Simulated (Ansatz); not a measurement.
# Computed properties of Si

Si:
```xyz
34
Lattice="0.0000 7.3718 7.3718 7.3718 0.0000 7.3718 7.3718 7.3718 0.0000" Properties=species:S:1:pos:R:3 pbc="T T T"
Si     7.3718     7.3718     7.3718
Si    11.0577    11.0577    11.0577
Si     5.7452     5.7452     5.7452
Si    12.6842     9.4311     9.4311
Si     8.9983     8.9983     5.7452
Si     9.4311    12.6842     9.4311
Si     5.7452     8.9983     8.9983
Si    12.6842    12.6842    12.6842
Si     8.9983     5.7452     8.9983
Si     9.4311     9.4311    12.6842
Si    11.1003     8.2367     8.2367
Si    10.1928     7.4144     4.5508
Si     3.6433     6.5069     8.2367
Si     4.5508     7.3292     4.5508
Si    11.1003     6.5069     6.5069
Si    10.1928     7.3292    10.1928
Si     3.6433     8.2367     6.5069
Si     4.5508     7.4144    10.1928
Si     8.2367    11.1003     8.2367
Si     4.5508    10.1928     7.4144
Si     8.2367     3.6433     6.5069
Si     4.5508     4.5508     7.3292
Si     6.5069    11.1003     6.5069
Si    10.1928    10.1928     7.3292
Si     6.5069     3.6433     8.2367
Si    10.1928     4.5508     7.4144
Si     8.2367     8.2367    11.1003
Si     7.4144     4.5508    10.1928
Si     6.5069     8.2367     3.6433
Si     7.3292     4.5508     4.5508
Si     6.5069     6.5069    11.1003
Si     7.3292    10.1928    10.1928
Si     8.2367     6.5069     3.6433
Si     7.4144    10.1928     4.5508
```

Space group Fd-3m (No. 227); conventional cell a = b = c = 14.7436 Å, α = β = γ = 90.00°.

Method: PBE in the plane-wave PAW code Ansatz. Structure relaxed to zero pressure with the same functional. Other levels are named where they apply.

### Cell and energy

| Property | Value |
|---|---|
| Volume per atom | 23.57 Å³ |
| Density | 1.98 g/cm³ |

### Electronic structure

| Property | Value |
|---|---|
| Band gap | 0.54 eV (indirect) |
| Valence-band maximum | at Γ |
| Conduction-band minimum | at L (4 equivalent valleys) |
| Smallest direct gap on the standard path | 0.85 eV |
| Electron effective mass | 0.30, 0.54, 0.54 mₑ (principal values) |
| Hole effective mass, band 1 of 3 at the edge | 2.2 along [100], 0.54 along [110], 0.43 along [111] (mₑ) |
| Hole effective mass, band 2 of 3 at the edge | 0.22 along [100], 0.33 along [110], 0.28 along [111] (mₑ) |
| Hole effective mass, band 3 of 3 at the edge | 0.22 along [100], 0.23 along [110], 0.28 along [111] (mₑ) |

### Mechanics

| Property | Value |
|---|---|
| Bulk modulus (Birch–Murnaghan fit) | 61.3 GPa |
| Pressure derivative B′ | 4.3 |

The first step of the workflow began from a Materials Project structure, measured or hypothetical. Its sites differ from those of the usual phase in this space group: another stacking or structure type. The cell was relaxed with PBE under the symmetry of its start; its stability against distortions is not shown here.

Potentials: the earlier of the program's two PAW sets.
